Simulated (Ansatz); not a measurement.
# Relaxing a structure of Pb

The start is a generated cell, Pb placed in the dhcp structure type. A full variable-cell relaxation at zero pressure is run with r2SCAN (plane waves to 500 eV, PAW, scalar-relativistic; Ansatz, an electronic-structure program). The first steps use a coarse 11×11×3 k-mesh.

Initial structure:
```
CELL_PARAMETERS angstrom
      3.51767     0.00000     0.00000
     -1.75884     3.04639     0.00000
      0.00000     0.00000    11.31813
ATOMIC_POSITIONS crystal
  Pb 0.00000 0.00000 0.00000
  Pb 0.00000 0.00000 0.50000
  Pb 0.33333 0.66667 0.25000
  Pb 0.66667 0.33333 0.75000
```

### Question
By how much does the energy per atom fall from start to end?

### Answer
Under 0.01 eV/atom.

### Question
How does the volume change?

### Answer
+2.6 %, from 30.32 to 31.10 Å³/atom.

### Question
How do the shortest distances between atoms change?

### Answer
The closest pairs of elements (up to four, under 3.6 Å), start → end: Pb–Pb 3.48 → 3.53 Å.

The space group stays P6₃/mmc (No. 194) (the run could not lower it); the end is AFLOW prototype A_hP4_194_ac (A3', as in La), with 4 atoms in the primitive cell. Final values are on a 15×15×4 k-mesh of the relaxed cell. No spin polarisation in the result.

The run could not lose the symmetry of its start; a randomly shaken copy of 8 atoms returns to this structure.

All atoms sit on sites fixed by symmetry, so only the cell could relax.

The relaxed structure here is a generated cell of Pb: the first start was made by placing the elements on the sites of a structure type, and the end was not matched to a known phase here, so it may be hypothetical. Known forms of Pb include space group No. 225.
